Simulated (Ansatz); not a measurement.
Method: DFT PBE, scalar-relativistic, plane waves, PAW (Ansatz 0.2.0). Settings: cutoff 420 eV, Γ-centred meshes spaced at most about 0.3 Å⁻¹, and about 0.25 Å⁻¹ or finer for metals (2π included), Gaussian smearing. No spin polarisation in the final relaxations.

These are static total energies at zero pressure.

Two forms of MgCd2SeS2 were relaxed alike.

A.

```cif
data_structure
_symmetry_space_group_name_H-M 'P4/mmm'
_symmetry_Int_Tables_number 123
_cell_length_a 5.1416
_cell_length_b 5.1416
_cell_length_c 5.5518
_cell_angle_alpha 90.000
_cell_angle_beta 90.000
_cell_angle_gamma 90.000
_cell_volume 146.77
loop_
_atom_site_label
_atom_site_type_symbol
_atom_site_symmetry_multiplicity
_atom_site_Wyckoff_symbol
_atom_site_fract_x
_atom_site_fract_y
_atom_site_fract_z
_atom_site_occupancy
Mg1 Mg 1 b 0.00000 0.00000 0.50000 1
Cd1 Cd 2 h 0.50000 0.50000 0.25877 1
Se1 Se 1 a 0.00000 0.00000 0.00000 1
S1 S 2 f 0.00000 0.50000 0.00000 1
```

B.

```cif
data_structure
_symmetry_space_group_name_H-M 'I4/mmm'
_symmetry_Int_Tables_number 139
_cell_length_a 4.7193
_cell_length_b 4.7193
_cell_length_c 15.0603
_cell_angle_alpha 90.000
_cell_angle_beta 90.000
_cell_angle_gamma 90.000
_cell_volume 335.41
loop_
_atom_site_label
_atom_site_type_symbol
_atom_site_symmetry_multiplicity
_atom_site_Wyckoff_symbol
_atom_site_fract_x
_atom_site_fract_y
_atom_site_fract_z
_atom_site_occupancy
Mg1 Mg 2 a 0.00000 0.00000 0.00000 1
Cd1 Cd 4 e 0.00000 0.00000 0.31955 1
Se1 Se 2 b 0.50000 0.50000 0.00000 1
S1 S 4 d 0.50000 0.00000 0.25000 1
```

Question: Which form is favoured at zero pressure, and by what margin per atom?

Answer: B is lower, by 227 meV/atom. A has space group P4/mmm (No. 123), 24.5 Å³/atom and no gap on its mesh; B has space group I4/mmm (No. 139), 28.0 Å³/atom and no gap. Counting S or Se atoms around Cd and Mg (for each partner element, those within 1.25 times its shortest distance or 1.15 times the sum of covalent radii, where it is the nearest in units of that sum or under 1.3; the shortest distance is added where it is long for a bond), A has Mg 2, Cd 4 from 2.9 Å and B has Mg 4 from 3.3 Å, Cd 5. The lower one is the more open, so pressure narrows the difference. In A, around Mg lie 2 Se at 2.78 Å; around Cd lie 1 Cd at 2.68 Å, 1 Cd at 2.87 Å and 4 S at 2.94 Å; Se has 4 S at 2.57 Å and 2 Mg at 2.78 Å; around S lie 2 Se at 2.57 Å and 4 Cd at 2.94 Å. In B, Mg has 4 Se at 3.34 Å; Cd has 4 S at 2.58 Å and 1 Se at 2.72 Å; around Se lie 2 Cd at 2.72 Å and 4 Mg at 3.34 Å; S is surrounded by 4 Cd at 2.58 Å and 4 S at 3.34 Å. Both come from invented guesses. A third cell relaxed alike, in P-4m2, lies 0.34 eV/atom below the lower of the two.

A magnetic state wasn't ruled out in cells without spin, among them P4/mmm. Cells relaxed within their symmetry can be saddle points.
